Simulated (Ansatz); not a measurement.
MoS$_{2}$:
```xyz
3
Lattice="3.1722 0.0000 0.0000 -1.5861 2.7472 0.0000 0.0000 0.0000 6.8686" Properties=species:S:1:pos:R:3 pbc="T T T"
Mo     0.0000     0.0000     0.0000
S      0.0000     1.8315     1.5543
S      0.0000     1.8315     5.3143
```

Cartesian axes are those of the cell as given.

Q: Give the high-frequency dielectric tensor and the Born effective charge tensors of the independent atoms from DFPT, DFT-r²SCAN+D4 in the program Ansatz with PAW potentials.

A: 
ε∞:
```
13.2  0.00  0.00
0.00  13.2  0.00
0.00  0.00  3.95
```
Z* of atom 1 (Mo), rows: field, columns: displacement, in e:
```
-0.87   0.00   0.00
 0.00  -0.87   0.00
 0.00   0.00  -0.26
```
Z* of atom 2 (S), rows: field, columns: displacement, in e:
```
0.43  0.00  0.00
0.00  0.43  0.00
0.00  0.00  0.13
```

Static charges for comparison (Bader): Mo1 +1.32, S2 -0.66 e. Born charges measure polarisation by displacement and can exceed these by far.

Space group P-6m2. The workflow started from a Materials Project entry (that database holds measured and hypothetical structures alike); the Crystallography Open Database copy checked does not list it. It is not the phase usual at ambient conditions (space group No. 160, 194). The cell keeps a stress of up to 0.2 GPa. Symmetry was held in the r²SCAN+D4 relaxation. At this level the phase is mechanically unstable. No spin polarisation was allowed. Spin–orbit coupling is left out wherever it is not named.

Potentials: the later of the program's two PAW sets.
